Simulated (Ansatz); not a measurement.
K₂TeCl₆:
```cif
data_Cl6K2Te
_chemical_formula_sum 'K2 Te1 Cl6'
_space_group_name_H-M_alt 'P 1'
_space_group_IT_number 1
_cell_length_a 7.19491
_cell_length_b 7.19491
_cell_length_c 7.19491
_cell_angle_alpha 60.000
_cell_angle_beta 60.000
_cell_angle_gamma 60.000
loop_
_space_group_symop_operation_xyz
  'x, y, z'
loop_
_atom_site_label
_atom_site_type_symbol
_atom_site_fract_x
_atom_site_fract_y
_atom_site_fract_z
_atom_site_occupancy
K1 K 0.75000 0.75000 0.75000 1
K2 K 0.25000 0.25000 0.25000 1
Te1 Te 0.00000 0.00000 0.00000 1
Cl1 Cl 0.25001 0.25001 0.74999 1
Cl2 Cl 0.74999 0.74999 0.25001 1
Cl3 Cl 0.74999 0.25001 0.25001 1
Cl4 Cl 0.25001 0.74999 0.74999 1
Cl5 Cl 0.25001 0.74999 0.25001 1
Cl6 Cl 0.74999 0.25001 0.74999 1
```

Relaxed with r²SCAN. 

Question: HSE06 on this cell (Ansatz, a quantum-chemistry and plane-wave program, PAW) gives a gap of 3.20 eV. What does r²SCAN give?

Answer: 2.70 eV.

Cost on shared cores: the r²SCAN run (SCF on a 5×5×5 mesh, then bands and DOS) very roughly 5 core-minutes, the HSE06 run (SCF on 3×3×3, then a few points) around 14 core-minutes (rough); the tasks are unlike.

Space group Fm-3m. The first step of the workflow began from a Materials Project structure, measured or hypothetical; the Crystallography Open Database copy checked does not list it. COD files the formula under space group No. 139, so this cell is another polymorph or a model. Its standing as an ambient phase is unchecked. The cell was relaxed with r²SCAN under the symmetry of its start; whether a distortion lowers the energy is not shown. Scalar-relativistic: spin–orbit coupling is off unless named, which matters more the heavier the elements.

Potentials: the later of the program's two PAW sets.

Ansatz is a plane-wave DFT program.
